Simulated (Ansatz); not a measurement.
# How far is PAW off for HfB₂?

```
CELL_PARAMETERS angstrom
3.14000 0.00000 0.00000
-1.57000 2.71932 0.00000
0.00000 0.00000 3.54960
ATOMIC_POSITIONS crystal
Hf 0.00000 0.00000 0.00000
B 0.33333 0.66667 0.50000
B 0.66667 0.33333 0.50000
```

Atom numbers follow the list: Hf1, B2, B3.

The cell comes from COD entry 1510711, which wasn't checked; take it as a given geometry. The listed cell was then made from it by scaling, straining or moving an atom.

Spin–orbit coupling is left out, though it moves levels of the heavy atoms by tenths of an eV or more.

Methods: DFT, PBEsol, PAW with Ansatz's default frozen-core files, scalar-relativistic (Ansatz 0.2.0); DFT, PBEsol, all-electron PAW with datasets made for the crystal, scalar-relativistic (Ansatz 0.2.0); DFT, PBEsol, all-electron LAPW, scalar-relativistic (Ansatz 0.2.0).

For PAW: a Γ-centred 15×15×12 k mesh, Fermi–Dirac smearing of 0.03 eV, cutoff 420 eV, no spin polarisation; the PAW files were made with PBE, and the program remakes their frozen cores for this functional. The crystal-made all-electron datasets (AE datasets) take a cutoff of 400 eV at this cell. LAPW targets a basis error of 1 meV/atom. The Ansatz runs share mesh, smearing and spin set-up. Plane-wave (PAW) pressures include the program's estimate of the Pulay term.

Stress and pressure are positive in compression.

Spin–orbit coupling is left out, which moves gradients at and beside heavy atoms by some per cent and at worst by a factor of two.

In a metal, gradients converge slowly with the k mesh: the values move by tens of per cent from one mesh to another, at times in sign, so only the comparison on one mesh counts.

```json
{"quantity": "pressure (GPa)", "PAW": "-8.55", "AE datasets": "-8.50", "LAPW": "-8.50"}
{"quantity": "stress xx (GPa)", "PAW": "-6.04", "AE datasets": "-6.02", "LAPW": "-6.01"}
{"quantity": "stress zz (GPa)", "PAW": "-13.58", "AE datasets": "-13.47", "LAPW": "-13.47"}
{"quantity": "largest principal field gradient Vzz at Hf1 (10²¹ V/m²)", "PAW": "11.49", "AE datasets": "12.03", "LAPW": "–"}
```

PAW's pressure differs from the LAPW value by -0.06 GPa. Datasets made for the crystal and LAPW share parts of one code, so their agreement isn't an independent check.
